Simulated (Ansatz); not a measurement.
Bi (A7 (α-As type), R-3m) under volume change, the program Ansatz at the LDA level (PAW), shape and atoms relaxed at each volume.

| V (Å³/atom) | E − E(relaxed) (meV/atom) | P (GPa) |
|---|---|---|
| 30.498 | 44.5 | 5.28 |
| 31.503 | 18.3 | 3.15 |
| 32.509 | 4.2 | 1.41 |
| 33.514 | 0.0 | 0.00 |
| 34.519 | … | … |
| 35.525 | … | … |
| 36.530 | 28.3 | -2.65 |

Task: What belongs in the gaps?

Result: 
- 34.519, E − E(relaxed) (meV/atom): 3.7
- 34.519, P (GPa): -1.13
- 35.525, E − E(relaxed) (meV/atom): 13.6
- 35.525, P (GPa): -2.00

Task: What does a third-order Birch–Murnaghan fit give for V₀, B₀ and B′?

Result: V₀ = 33.51 Å³/atom, B₀ = 41.3 GPa, B′ = 6.6.

The cell was relaxed with LDA under the symmetry of its start. Spin–orbit coupling is left out wherever it is not named.

Potentials: the earlier of the program's two PAW sets. The files were generated under PBE; for other functionals the program regenerates the frozen cores, and for LDA and PBEsol the local potential too.
